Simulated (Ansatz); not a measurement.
Given:

Relaxed Ti3AlC2 (space group P6_3/mmc):

```xyz
12
Lattice="3.0280 0.0000 0.0000 -1.5140 2.6223 0.0000 0.0000 0.0000 18.3329" Properties=species:S:1:pos:R:3 pbc="T T T"
Ti     1.5140     0.8741     6.8367
Ti     0.0000     1.7482    11.4962
Ti     0.0000     1.7482    16.0031
Ti     1.5140     0.8741     2.3298
Ti     0.0000     0.0000     9.1664
Ti     0.0000     0.0000     0.0000
Al     0.0000     0.0000    13.7497
Al     0.0000     0.0000     4.5832
C      0.0000     1.7482     7.8958
C      1.5140     0.8741    10.4370
C      1.5140     0.8741    17.0623
C      0.0000     1.7482     1.2706
```

A phonon eigenvector at Γ is frozen into this cell: atom i moves by Q times the vector below, so Q is the largest atomic displacement, in Å. The cell is held.

```
atom      x      y       z
----  -----  -----  ------
Ti1   0.000  0.000   0.543
Ti2   0.000  0.000  -0.543
Ti3   0.000  0.000  -0.543
Ti4   0.000  0.000   0.543
Al7   0.000  0.000  -1.000
Al8   0.000  0.000   1.000
C9    0.000  0.000   0.308
C10   0.000  0.000  -0.308
C11   0.000  0.000  -0.308
C12   0.000  0.000   0.308
```

Atoms not listed stay in place.

Computed with LDA (plane waves to 420 eV, PAW, scalar-relativistic; Ansatz, a quantum-chemistry and plane-wave program). k mesh 14×14×2 (Γ-centred), Fermi-Dirac smearing 0.05 eV. E stands for the smeared free energy. With partly filled bands, energies and forces of such displacements shift with the k mesh and the smearing. Ti3AlC2 is run without spin polarisation. Ti3AlC2 was relaxed with its symmetry unable to fall. ΔE is measured from the undisplaced structure.

The scan covers Q from -0.280 to 0.280 Å in 13 points.

Task: Which space group does the distorted structure have?

Result: P-3m1 (No. 164), lowered from P6_3/mmc.

Task: Is the energy the same for equal positive and negative displacements?

Result: Even: the same for both signs.

Task: What is the energy change at Q = 0.280 Å?

Result: 682 meV/cell.

Task: What harmonic wavenumber does the curvature at Q = 0 give?

Result: 203 cm⁻¹.

(A displaced cell: forces are minus the slopes of the energy, force constants its curvatures, and phonons follow from these.)
